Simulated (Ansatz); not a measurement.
Given:

GaSb:
```xyz
2
Lattice="2.0136 1.1626 3.2885 -2.0136 1.1626 3.2885 0.0000 -2.3251 3.2885" Properties=species:S:1:pos:R:3 pbc="T T T"
Ga     0.0000     0.0000     2.4666
Sb     0.0000     0.0000     7.3988
```

This is the PBEsol-relaxed structure.

Task: All from the program Ansatz at the PBEsol level (PAW), unless another level is named. Predict the highest zone-centre frequency.

Result: 121 cm^-1.

Task: What about the bulk modulus (Birch–Murnaghan fit)?

Result: 64.6 GPa.

Space group Fm-3m (rock salt). A made-up cell: these elements were put on the sites of a structure type; neither database checked (COD, Materials Project) lists it. It is not the phase usual at ambient conditions (space group No. 216). The cell was relaxed with PBEsol under the symmetry of its start; of distortions, only those at the zone centre were tested. As this level gives no gap, phonon frequencies hold no LO–TO term and depend on the k-mesh and smearing (Fermi–Dirac, 0.1 eV here). Scalar-relativistic: spin–orbit coupling is off unless named, which matters more the heavier the elements.

Potentials: the later of the program's two PAW sets.
